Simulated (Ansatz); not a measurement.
## MgB₂: a workflow

**The experiment.** The Crystallography Open Database holds a cell as deposited of hexagonal MgB2 (space group P6/mmm), temperature not stated (1971): a, c = 3.085, 3.523 Å, 9.68 Å³/atom.

From “Raman spectrum and lattice parameters of MgB2 as a function of pressure”, 2001, arxiv:cond-mat/0104042, for a powder of MgB2 at 300 K: bulk modulus 155 ± 10 GPa.

Level of theory: DFT, PBE, scalar-relativistic, no spin polarisation; plane waves to 420 eV with PAW datasets (Ansatz 0.2.0), Γ-centred 12×12×10 mesh, 0.05 eV Gaussian smearing; PAW files: Ansatz's generated set soft_2.

The chain of runs began from a cell as deposited in COD, expanded in volume.

Starting cell, 1 % over the database's volume:

```cif
data_structure
_symmetry_space_group_name_H-M 'P 1'
_symmetry_Int_Tables_number 1
_cell_length_a 3.0952
_cell_length_b 3.0952
_cell_length_c 3.5347
_cell_angle_alpha 90.000
_cell_angle_beta 90.000
_cell_angle_gamma 120.000
_cell_volume 29.33
loop_
_atom_site_label
_atom_site_type_symbol
_atom_site_fract_x
_atom_site_fract_y
_atom_site_fract_z
_atom_site_occupancy
Mg1 Mg 0.00000 0.00000 0.00000 1
B1 B 0.33333 0.66667 0.50000 1
B2 B 0.66667 0.33333 0.50000 1
```

The runs in order:

| run | level | k-mesh | kind | V (Å³/atom) | P (GPa) | E − E(final) (meV/atom) | gap on the mesh (eV) |
| --- | --- | --- | --- | --- | --- | --- | --- |
| 1 | PBE | 12×12×10 | cell and atoms relaxed | 9.61 | 0.0 | 0.0 | metal |

The cell is relaxed to zero pressure at this level.

The final structure (symmetry read at 0.01 Å). It takes space group P6/mmm (No. 191, hexagonal). Conventional cell: a = 3.078 Å, b = 3.078 Å, c = 3.514 Å, α = 90.00°, β = 90.00°, γ = 120.00°. Mg (site symmetry 6/mmm) is surrounded by 12 B at 2.50 Å. Around B (site symmetry -6m2) lie 3 B at 1.78 Å. (Neighbours are counted to 15 % beyond the shortest distance.)

```csv
atom,site,symmetry,x,y,z
Mg,1a,6/mmm,0.0000,0.0000,0.0000
B,2d,-6m2,0.3333,0.6667,0.5000
```

At the final geometry the gap, band path included, is zero (metallic). The equation of state gives B0 = 144 GPa and B0′ = 3.8. Against the elements' standard states, run alike and uncorrected, the formation energy is -0.13 eV/atom. 

**Against experiment.** PBE gives 3.078, 3.514 Å and 9.61 Å³/atom, −0.7 % in volume (−0.2 % in length) from the database's cell. PBE more often overestimates volumes; a smaller cell is partly the thermal expansion and zero-point motion that the static lattice lacks, roughly 0.9 to 2.2 % in volume at 300 K (room temperature assumed) by Grüneisen's rule, γ·3k_BT/(B0·V0) with γ of 1 to 2.5. A measured bulk modulus of MgB2 is 155 GPa (300 K; powder; “Raman spectrum and lattice parameters of MgB2 as a function of pressure”, 2001, arxiv:cond-mat/0104042); the calculated 144 GPa misses it by -6.8 %.
